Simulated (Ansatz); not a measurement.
Simulated powder pattern, Cu Kα1, λ = 1.54056 Å (kinematic, ideal powder, no thermal factors, no anomalous dispersion; the 30 strongest lines at most, above 1 %, up to 2θ = 90°):

```tsv
2θ (°)	I/Imax (%)
17.87	5.1
25.01	7.3
26.12	10
30.91	7.5
36.19	18
36.47	100
38.33	24
41.13	13
46.31	3.2
48.74	5.6
50.02	4.1
51.32	11
53.73	12
55.54	1.6
58.47	2.6
61.83	7.1
64.40	7.0
65.28	7.1
65.83	10
67.78	5.9
68.09	16
69.49	1.7
71.21	2.5
75.13	8.1
76.80	1.5
77.49	8.3
79.96	4.6
82.07	2.8
85.38	2.2
86.89	8.9
```

The pattern belongs to a structure relaxed with plane-wave PAW PBE (Ansatz code).

### Question
Which of these materials gives this?
A. TaAs, I4_1md (Ta on 4a, As on 4a)
B. ZrTa, Pmma (Ta on 2e, Zr on 2f)
C. ZrSi, CsCl type
D. ZrGe2, fluorite

### Answer
B, ZrTa, Pmma (Ta on 2e, Zr on 2f)

### Question
Give the lattice parameters.

### Answer
a = 4.693 Å, b = 3.558 Å, c = 4.960 Å.

The start of the workflow was typed in or built on a structure type; neither database checked (COD, Materials Project) lists it. Whether it is the stable phase at ambient conditions was not checked. The cell was relaxed with PBE under the symmetry of its start; whether a distortion lowers the energy is not shown. The run is not spin-polarised. Axis ratios of metals converge slowly with the k-mesh, so a and c are less sure than the volume. Scalar-relativistic: spin–orbit coupling is off unless named, which matters more the heavier the elements.

Potentials: the later of the program's two PAW sets.
